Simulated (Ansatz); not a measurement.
Given:

B2O3:
```xyz
10
Lattice="4.3572 0.0000 0.0000 -2.1786 3.7734 0.0000 0.0000 0.0000 6.4317" Properties=species:S:1:pos:R:3 pbc="T T T"
O      3.5329     1.0865     1.6079
B      2.1786     1.2578     1.6079
B      0.0000     0.0000     1.6079
O      1.6497     2.5163     1.6079
O      1.3531     0.1706     1.6079
O     -0.8255     3.6028     4.8238
B      0.0000     0.0000     4.8238
B      0.0000     2.5156     4.8238
O     -0.5288     1.2571     4.8238
O      1.3543     2.6869     4.8238
```

This is the r²SCAN+D4-relaxed structure.

Question: All from plane-wave PAW r²SCAN+D4 (Ansatz code), unless another level is named. Give the HSE06 gap on the r²SCAN+D4 cell.

Answer: 6.79 eV.

Question: Give the electron effective mass.

Answer: 0.63, 0.63, 1.2 mₑ (principal values).

Question: Give the conduction-band minimum.

Answer: at Γ.

Question: Give the valence-band maximum.

Answer: at M.

Space group P-62c. The start of the workflow was typed in or built on a structure type; neither database checked (COD, Materials Project) lists it. COD files the formula under space group No. 144, 152. Whether it is the stable phase at ambient conditions was not checked. The cell was relaxed with r²SCAN+D4 under the symmetry of its start; whether a distortion lowers the energy is not shown.

Potentials: the earlier of the program's two PAW sets. The files were generated under PBE; for other functionals the program regenerates the frozen cores, and for LDA and PBEsol the local potential too.
